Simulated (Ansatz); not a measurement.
# Relaxing a structure of WC

The start is a generated trial cell of WC in the MnP structure type. Cell shape, volume and atoms are optimised at zero target pressure with PBE (plane waves to 420 eV, PAW, scalar-relativistic; Ansatz, a first-principles code). First-step values are on the input's coarse k-mesh.

Ansatz input (later rounds restart from its end on a renewed k-mesh):
Ansatz 0.2 input:
```yaml
crystal:
  lattice:
    - [5.390274, 0, 0]
    - [0, 3.270404, 0]
    - [0, 0, 6.07064]
  atoms:
    - { symbol: W, position: [0.5056, 0.25, 0.6952] }
    - { symbol: W, position: [0.0056, 0.25, 0.8048] }
    - { symbol: W, position: [0.4944, 0.75, 0.3048] }
    - { symbol: W, position: [0.9944, 0.75, 0.1952] }
    - { symbol: C, position: [0.6879, 0.25, 0.0696] }
    - { symbol: C, position: [0.1879, 0.25, 0.4304] }
    - { symbol: C, position: [0.3121, 0.75, 0.9304] }
    - { symbol: C, position: [0.8121, 0.75, 0.5696] }
basis: { ecutwfc: 420, ecutrho_ratio: 4, xc_grid: 2, fft_grid_basis: typed }
kpoints: { mp_grid: { grid: [5, 7, 4] } }
hamiltonian:
  xc: pbe
  dispersion: none
  pseudopotentials: { azcp: { folder: ./paw }, kind: paw }
scf: { occupations: { method: fermi_dirac, width: 0.05 } }
relax: { f_tol: 0.01, max_steps: 100, cell: { stress_tol: 0.02 } }
output: { forces: true, stress: true }
```

Problem. How large is the pressure on the unrelaxed cell, and of which sign?

Solution. -43 GPa (negative: the cell is under tension).

Problem. By how much does the energy per atom fall from start to end?

Solution. 0.79 eV/atom.

Problem. How does the volume change?

Solution. -20.7 %, from 13.38 to 10.60 Å³/atom.

Problem. How do the shortest distances between atoms change?

Solution. The closest pairs of elements (up to four, under 3.6 Å), start → end: C–W 2.35 → 2.21 Å; C–C 2.74 → 2.92 Å; W–W 2.78 → 2.88 Å.

Problem. What does it relax into? Give the structure.

Solution. 
Space group P6₃/mmc (No. 194); a = b = 2.918 Å, c = 5.752 Å, α = β = 90.00°, γ = 120.00°

```csv
atom,site,symmetry,x,y,z
W,2a,-3m.,0.0000,0.0000,0.0000
C,2d,-6m2,0.6667,0.3333,0.2500
```

Final values are on a 18×18×8 k-mesh of the relaxed cell. No spin polarisation in the result.

The run could not lose the symmetry of its start, so the end can be a saddle point.

The relaxed structure here is a generated cell of WC: the first start was made by placing the elements on the sites of a structure type, and the end was not matched to a known phase here, so it may be hypothetical. Known forms of WC include space group No. 187.
